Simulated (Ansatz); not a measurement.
# What a change of settings does: Zr₂Zn

First run: DFT, PBEsol, PAW with Ansatz's default frozen-core files, scalar-relativistic (Ansatz 0.2.0).

Command: `ansatz run input.yaml --threads 1 --pin off --max-ram 3072MiB --backend cpu --events-out ev --progress --plain --runs-dir out` It took 20 s on 1 thread of Intel(R) Xeon(R) Platinum 8488C (Sapphire Rapids), with other jobs on the host, peak memory 0.61 GiB.

```yaml
crystal:
  lattice:
    - [-1.64365046, 1.64365046, 5.669754]
    - [1.64365046, -1.64365046, 5.669754]
    - [1.64365046, 1.64365046, -5.669754]
  atoms:
    - { symbol: Zr, position: [0.65613787, 0.65613787, 0.0] }
    - { symbol: Zr, position: [0.34386213, 0.34386213, 0.0] }
    - { symbol: Zn, position: [0.0, 0.0, 0.0] }
kpoints:
  mp_grid: { grid: [15, 15, 15] }
  band_path:
    path:
      - [0.0, 0.0, 0.0]
      - [0.0, 0.0, 0.5]
      - [0.25, 0.25, 0.25]
      - [0.0, 0.5, 0.0]
      - [0.0, 0.0, 0.0]
      - [0.5, 0.5, -0.5]
      - [0.2710102155, 0.7289897845, -0.2710102155]
      - [-0.2710102155, 0.2710102155, 0.2710102155]
      - [0.0, 0.0, 0.0]
    npoints: 6
scf:
  occupations: { method: fermi_dirac, width: 0.05 }
hamiltonian:
  xc: pbesol
  pseudopotentials: { kind: paw }
output:
  forces: true
  stress: true
  eigenvalues: true
  populations: true
  write_density: true
  write_potential: true
  elf: true
  volumetric_format: npy
```

The base volume is that of a database entry, so it needn't be at zero pressure; the structure needn't be the stable phase, at rest or compressed.

This run: the series' base cell.

It converges in 7 SCF iterations at a pressure of -3.69 GPa, largest force 0.041 eV/Å, cutoff 420 eV.

The input is then changed:

```diff
   occupations: { method: fermi_dirac, width: 0.05 }
+  n_extra_bands: 4
 hamiltonian:
   pseudopotentials: { kind: paw }
+  dispersion: d4
 output:
   populations: true
-  write_density: true
-  write_potential: true
-  elf: true
-  volumetric_format: npy
```

Q: What does the second run give?

A: It converges in 7 SCF iterations at a pressure of -4.74 GPa, largest force 0.043 eV/Å, cutoff 420 eV. More than one line changes, and not each need have an effect. Results part of its log:
```
SCF 1 converged in 7 iterations: F = -11539.107368 eV  dr2 = 6.83e-9
  greatest PAW one-centre occupation: 0.997 electrons in one spin orbital (limit 2), on the Zr atom at site 1 (counted from 0), in its partial waves of l = 0
NSCF: frozen V_eff on 49 k-points
SCF converged after 7 iterations
Free energy (F): -11539.107368 eV
Harris-Foulkes:  -11539.107368 eV  (|F-HF|=3.64e-9)
Internal energy: -11539.079192 eV  (E = F + TS)
E sigma→0 (E₀):  -11539.093280 eV
Entropy (-TS):   -0.028177 eV (-9.392 meV/atom)
Fermi energy:    13.110858 eV
--- Per-component energies (eV) ---
  E_band       = -136.125511
  E_kinetic    = 795.541825
  E_local      = -2860.953379  (includes V_loc(G=0)·N_el)
  E_nonlocal   = 772.590610
  E_hartree    = 1070.103021
  E_xc         = -457.165375
  E_vxc        = -433.793951  (∫ρ·V_xc dr)
  E_paw        = -7585.351514  (= ΣΔE_a)
  E_vpaw       = -549.718315  (= ΣTr[D̂ρ^β])
  E_aug_tail   = -0.000313  (compensation charges beyond the density's cutoff)
  E_ewald      = -3274.562129
  E_disp       = -0.410733  (pairwise vdW)
  E_core_change = 1.128796  (= ΣΔE_core)
  E_smearing   = -0.028177  (= −TS)
  E_closure    = 0.000000  (closes the sum)
  Σ components = -11539.107368   (vs F -11539.107368, Δ=0.00e0)
--- Forces (eV/Å), atoms counted from 1 ---
  atom   1  Zr     0.00000000     0.00000000     0.04285743
  atom   2  Zr     0.00000000     0.00000000    -0.04285743
  atom   3  Zn     0.00000000    -0.00000000     0.00000000
  max |Σ_I F_I| component: 1.39e-17 eV/Å
--- Stress (GPa, compression-positive) ---
       -4.724917       0.000000      -0.000000
        0.000000      -4.724917       0.000000
       -0.000000       0.000000      -4.774275
  P = ⅓ Tr σ = -4.7414 GPa (-47.414 kbar)
--- Band table (eV; the first three rows and the last of 288) ---
  k-point 0: bands = ["-35.6708", "-35.5515", "-13.9831", "-13.5694", "-13.5694", "-13.4126", "-13.3576", "-13.3576", "5.7522", "5.8907", "6.0823", "6.1448", "6.1448", "6.2042", "9.8538", "11.4632", "11.8202", "13.2071", "14.8094", "14.8094", "15.0838", "15.4091"]
  k-point 1: bands = ["-35.6653", "-35.5509", "-13.9756", "-13.5988", "-13.5884", "-13.3940", "-13.3819", "-13.3709", "5.8631", "5.9077", "6.1317", "6.1353", "6.1371", "6.1963", "10.0143", "11.5680", "11.8009", "13.1773", "14.4711", "14.6028", "14.7197", "15.4180"]
  k-point 2: bands = ["-35.6500", "-35.5491", "-13.9562", "-13.6544", "-13.6417", "-13.4473", "-13.4085", "-13.3682", "5.9574", "6.0200", "6.1098", "6.1161", "6.1487", "6.4535", "10.4648", "11.7278", "11.8567", "13.0584", "13.9784", "14.2645", "14.5100", "15.2165"]
  k-point 287: bands = ["-35.6607", "-35.5587", "-13.8688", "-13.6229", "-13.5737", "-13.5069", "-13.3652", "-13.3495", "5.8903", "5.9261", "6.1314", "6.1428", "6.1988", "6.7164", "8.5722", "11.4429", "11.4759", "13.4069", "13.8960", "14.0103", "15.7156", "16.1111"]
--- Löwdin populations: 3 sites ---
  site symbol       q [e]
     0     Zr     12.2090
     1     Zr     12.2090
     2     Zn     11.0125
  spilling = 0.015818 (of n_electrons = 36.000000)
```
